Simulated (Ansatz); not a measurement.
Input file for Ansatz (a quantum-chemistry and plane-wave program):

Ansatz 0.2 input:
```yaml
crystal:
  lattice:
    - [3.1530870146, 0.0, 0.0]
    - [0.0, 3.1530870146, 0.0]
    - [0.0, 0.0, 3.1530870146]
  atoms:
    - { symbol: Ir, position: [0.0, 0.0, 0.0] }
    - { symbol: W, position: [0.5, 0.5, 0.5] }
kpoints:
  mp_grid: { grid: [10, 10, 10] }
  band_path:
    path:
      - [[0.0, 0.0, 0.0], [0.0, 0.5, 0.0], [0.5, 0.5, 0.0], [0.0, 0.0, 0.0], [0.5, 0.5, 0.5], [0.0, 0.5, 0.0]]  # Γ-X-M-Γ-R-X
      - [[0.5, 0.5, 0.5], [0.5, 0.5, 0.0]]  # R-M
    npoints: 12
basis: { xc_grid: 2 }
hamiltonian:
  xc: pbe
  pseudopotentials: { kind: paw }
magnetization: { noncollinear: true, spin_orbit: true }
scf:
  n_extra_bands: 13
  convergence: { dr2_threshold: 0.0000000001 }
  occupations: { method: gaussian, width: 0.05 }
output: { eigenvalues: true }
```

Output (shortened):

```
Pseudopotential: Ir, paw_fr, valence charge 17
Pseudopotential: W, paw_fr, valence charge 14
Functional definition: PBE
non-collinear run that drives no moment, with spin-orbit …
Crystal: 2 atoms, lattice volume = 31.348 Å³
Basis set: ecut = 420 eV, 619 PW (Γ), exchange–correlation on 48×48×48 points (8 copies of the dense FFT grid, shifted against one another)
Bands: 44, of which v1, the nominal top of the filled ones, is band 31 counted from 1 (30 counted from 0)
Symmetry: 48 space group operations + 48 with time reversal
k-points: 56 of 1000
Projection manifold: j_resolved (fully-relativistic pseudo-atomic orbitals)
SCF iter   1: F=—  HF=-22376.559808 eV  |F-HF|=—  |Δ(HF+E_count)|=         —  Δρ=7.65e-2  dr2=3.47e0  dr2_m=0.00e0 (ungated)  ethr=3.10e-3  |M|=0.00e0 ∫|m|=0.00e0 μB  |m|>n=0.0e0 m-floor=0.0e0 τ_xc=0.0e0  β_m=0.30  ⟨swp⟩=5.8  Hψ=5179  notcnv=0  defer=50
preconditioner: auto → none
SCF iter   2: F=—  HF=-22376.075921 eV  |F-HF|=—  |Δ(HF+E_count)|=   4.84e-1  Δρ=4.15e-2  dr2=7.11e-1  dr2_m=0.00e0 (ungated)  ethr=3.10e-3  |M|=0.00e0 ∫|m|=0.00e0 μB  |m|>n=0.0e0 m-floor=0.0e0 τ_xc=0.0e0  β_m=0.41  ⟨swp⟩=2.0  Hψ=1648  notcnv=0  defer=344
SCF iter   3: F=—  HF=-22375.905332 eV  |F-HF|=—  |Δ(HF+E_count)|=   1.71e-1  Δρ=1.65e-2  dr2=1.08e-1  dr2_m=0.00e0 (ungated)  ethr=2.29e-3  |M|=0.00e0 ∫|m|=0.00e0 μB  |m|>n=0.0e0 m-floor=0.0e0 τ_xc=0.0e0  β_m=0.43  ⟨swp⟩=2.1  Hψ=1632  notcnv=0  defer=344
SCF iter   4: F=—  HF=-22375.896399 eV  |F-HF|=—  |Δ(HF+E_count)|=   8.93e-3  Δρ=6.25e-3  dr2=7.94e-3  dr2_m=0.00e0 (ungated)  ethr=3.49e-4  |M|=0.00e0 ∫|m|=0.00e0 μB  |m|>n=0.0e0 m-floor=0.0e0 τ_xc=0.0e0  β_m=0.63  ⟨swp⟩=2.1  Hψ=1568  notcnv=0  defer=344
SCF iter   5: F=—  HF=-22375.898085 eV  |F-HF|=—  |Δ(HF+E_count)|=   1.69e-3  Δρ=1.73e-3  dr2=1.70e-3  dr2_m=0.00e0 (ungated)  ethr=2.56e-5  |M|=0.00e0 ∫|m|=0.00e0 μB  |m|>n=0.0e0 m-floor=0.0e0 τ_xc=0.0e0  β_m=0.62  ⟨swp⟩=2.1  Hψ=1871  notcnv=0  defer=340
SCF iter   6: F=—  HF=-22375.897905 eV  |F-HF|=—  |Δ(HF+E_count)|=   1.80e-4  Δρ=2.62e-4  dr2=2.70e-5  dr2_m=0.00e0 (ungated)  ethr=5.48e-6  |M|=0.00e0 ∫|m|=0.00e0 μB  |m|>n=0.0e0 m-floor=0.0e0 τ_xc=0.0e0  β_m=0.77  ⟨swp⟩=1.4  Hψ=1155  notcnv=0  defer=340
SCF iter   7: F=—  HF=-22375.897906 eV  |F-HF|=—  |Δ(HF+E_count)|=   7.03e-7  Δρ=4.20e-5  dr2=6.95e-7  dr2_m=0.00e0 (ungated)  ethr=8.70e-8  |M|=0.00e0 ∫|m|=0.00e0 μB  |m|>n=0.0e0 m-floor=0.0e0 τ_xc=0.0e0  β_m=0.82  ⟨swp⟩=2.1  Hψ=1336  notcnv=0  defer=340
SCF iter   8: F=—  HF=-22375.897904 eV  |F-HF|=—  |Δ(HF+E_count)|=   2.31e-6  Δρ=4.30e-6  dr2=8.70e-9  dr2_m=0.00e0 (ungated)  ethr=2.24e-9  |M|=0.00e0 ∫|m|=0.00e0 μB  |m|>n=0.0e0 m-floor=0.0e0 τ_xc=0.0e0  β_m=0.82  ⟨swp⟩=1.6  Hψ=1285  notcnv=0  defer=340
SCF iter   9: F=-22375.897904 eV  HF=-22375.897904 eV  |F-HF|=2.55e-11  |Δ(HF+E_count)|=  6.22e-10  Δρ=3.35e-7  dr2=4.15e-11  dr2_m=0.00e0 (ungated)  ethr=1.00e-12  |M|=0.00e0 ∫|m|=0.00e0 μB  |m|>n=0.0e0 m-floor=0.0e0 τ_xc=0.0e0  ⟨swp⟩=8.3  Hψ=5249  notcnv=0
SCF 1 converged in 9 iterations: F = -22375.897904 eV  dr2 = 4.15e-11
NSCF: frozen V_eff on 74 k-points
SCF converged after 9 iterations
Magnetization: |M| = 0.0000 μB,  M = (+0.0000, +0.0000, +0.0000) μB
Absolute magnetization: 0.0000 μB (∫|m|)
  site 0: m = (+0.0000, +0.0000, +0.0000) μB, |m| = 0.0000 μB  (R = 1.13 Å)
  site 1: m = (+0.0000, +0.0000, +0.0000) μB, |m| = 0.0000 μB  (R = 1.13 Å)
Free energy (F): -22375.897904 eV
Harris-Foulkes:  -22375.897904 eV  (|F-HF|=2.55e-11)
Internal energy: -22375.894022 eV  (E = F + TS)
E sigma→0 (E₀):  -22375.895963 eV
Entropy (-TS):   -0.003881 eV (-1.941 meV/atom)
Fermi energy:    23.144487 eV
--- Per-component energies (eV) ---
  E_band       = -210.446016
  E_kinetic    = 1070.035147
  E_local      = -1804.049642  (includes V_loc(G=0)·N_el)
  E_nonlocal   = 61.116532
  E_hartree    = 676.408407
  E_xc         = -533.438686
  E_vxc        = -537.360375  (∫ρ·V_xc dr)
  E_paw        = -17832.145015  (= ΣΔE_a)
  E_vpaw       = -353.004346  (= ΣTr[D̂ρ^β])
  E_aug_tail   = 0.000010  (compensation charges beyond the density's cutoff)
  E_ewald      = -4013.820775
  E_smearing   = -0.003881  (= −TS)
  E_closure    = 0.000000  (closes the sum)
  Σ components = -22375.897904   (vs F -22375.897904, Δ=0.00e0)
  [band-id]    e_kinetic+e_local+e_nonlocal+2·e_hartree+e_vxc+e_vpaw+e_augmentation_tail = -210.445861   (vs E_band -210.446016, Δ=1.56e-4)
--- Band table (eV; the first three rows and the last of 56) ---
  k-point 0: bands = ["-69.2399", "-69.2399", "-51.1850", "-51.1850", "-36.1430", "-36.1430", "-22.6192", "-22.6192", "-22.6192", "-22.6192", "-22.5620", "-22.5620", "-12.7071", "-12.7071", "-12.7071", "-12.7071", "12.9173", "12.9173", "16.5244", "16.5244", …
  k-point 1: bands = ["-69.2396", "-69.2396", "-51.1842", "-51.1842", "-36.1439", "-36.1439", "-22.6253", "-22.6253", "-22.6176", "-22.6176", "-22.5658", "-22.5658", "-12.7289", "-12.7289", "-12.7073", "-12.7073", "13.1450", "13.1450", "16.6349", "16.6349", …
  k-point 2: bands = ["-69.2390", "-69.2390", "-51.1820", "-51.1820", "-36.1462", "-36.1462", "-22.6414", "-22.6414", "-22.6132", "-22.6132", "-22.5761", "-22.5761", "-12.7854", "-12.7854", "-12.7077", "-12.7077", "13.8010", "13.8010", "16.9598", "16.9598", …
  k-point 55: bands = ["-69.2323", "-69.2323", "-51.1575", "-51.1575", "-36.1740", "-36.1740", "-22.7051", "-22.7051", "-22.7051", "-22.7051", "-22.6696", "-22.6696", "-12.9736", "-12.9736", "-12.9736", "-12.9736", "18.4619", "18.4619", "18.5385", "18.5385", …
```

Cost: about 23 core-seconds (a rough figure) on shared cores.

Space group Pm-3m (CsCl type). The start of the workflow was typed in or built on a structure type; neither database checked (COD, Materials Project) lists it. COD files the formula under space group No. 51. Its standing as an ambient phase is unchecked. The cell was relaxed with PBE under the symmetry of its start; whether a distortion lowers the energy is not shown. No spin polarisation was allowed. Its formation energy is positive at this level, so the cell may be metastable or incomplete.

Potentials: the later of the program's two PAW sets.

Ansatz is a plane-wave DFT program.
